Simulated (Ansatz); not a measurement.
YZnCuP$_{2}$:
```cif
data_CuP2YZn
_chemical_formula_sum 'Y1 Zn1 Cu1 P2'
_space_group_name_H-M_alt 'P3m1'
_space_group_IT_number 156
_space_group_name_Hall 'P 3 -2"'
_cell_length_a 3.95518
_cell_length_b 3.95518
_cell_length_c 6.53554
_cell_angle_alpha 90.000
_cell_angle_beta 90.000
_cell_angle_gamma 120.000
loop_
_atom_site_label
_atom_site_type_symbol
_atom_site_symmetry_multiplicity
_atom_site_Wyckoff_symbol
_atom_site_fract_x
_atom_site_fract_y
_atom_site_fract_z
_atom_site_occupancy
Y1 Y 1 b 0.33333 0.66667 0.98441 1
Zn1 Zn 1 a 0.00000 0.00000 0.37656 1
Cu1 Cu 1 c 0.66667 0.33333 0.63972 1
P1 P 1 c 0.66667 0.33333 0.25659 1
P2 P 1 a 0.00000 0.00000 0.74272 1
```

Relaxed at zero pressure with DFT-r²SCAN in the program Ansatz with PAW potentials.

Question: The volume is lowered by 9 % and shape and atoms relax at that volume. What pressure results, and how do the axes share the change?

Answer: 11.4 GPa; a -3.0 %, b -3.0 %, c -3.3 %; the energy rises by 52 meV/atom.

Question: Give the new structure.

Answer: 
Space group P3m1 (No. 156); a = b = 3.836 Å, c = 6.322 Å, α = β = 90.00°, γ = 120.00°

```
atom  site  symmetry       x       y       z
----  ----  --------  ------  ------  ------
Y       1b       3m.  0.3333  0.6667  0.9874
Zn      1a       3m.  0.0000  0.0000  0.3751
Cu      1c       3m.  0.6667  0.3333  0.6374
P       1c       3m.  0.6667  0.3333  0.2562
P       1a       3m.  0.0000  0.0000  0.7439
```

The phase is kept; no other phase was compared at this pressure.

The workflow started from a Materials Project entry (that database holds measured and hypothetical structures alike); the Crystallography Open Database copy checked does not list it. Its standing as an ambient phase is unchecked. Symmetry was held in the r²SCAN relaxation; whether a distortion lowers the energy is not shown. No spin polarisation was allowed.

Potentials: the later of the program's two PAW sets.
